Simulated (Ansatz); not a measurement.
ZnCd₃S₄ in space group P-43m (No. 215; Zn on 1a, Cd on 3c, S on 4e), PBEsol (plane waves, PAW; program Ansatz): ε∞ = 6.36, cell volume 185.64 Å³. Infrared-active transverse modes:

```
ω_TO (cm⁻¹)  oscillator strength S_xx (e²/amu)
-----------  ---------------------------------
66.6                                 0.0005640
164.4                                 0.004536
241.8                                   0.6977
283.1                                  0.04315
```

Compute the static dielectric constant.

Each mode adds (4.921e7/V) S/ω²: 0.03, 0.04, 3.16, 0.14. So ε0 = 9.75.

The workflow started from a Materials Project entry (that database holds measured and hypothetical structures alike); the Crystallography Open Database copy checked does not list it. With Zn and Cd taken as one species the cell has the higher symmetry F-43m, so it may be an ordered model of a mixed-site phase. Its standing as an ambient phase is unchecked. Symmetry was held in the PBEsol relaxation; of distortions, only those at the zone centre were tested. Scalar-relativistic: spin–orbit coupling is off unless named, which matters more the heavier the elements.

Potentials: the later of the program's two PAW sets.
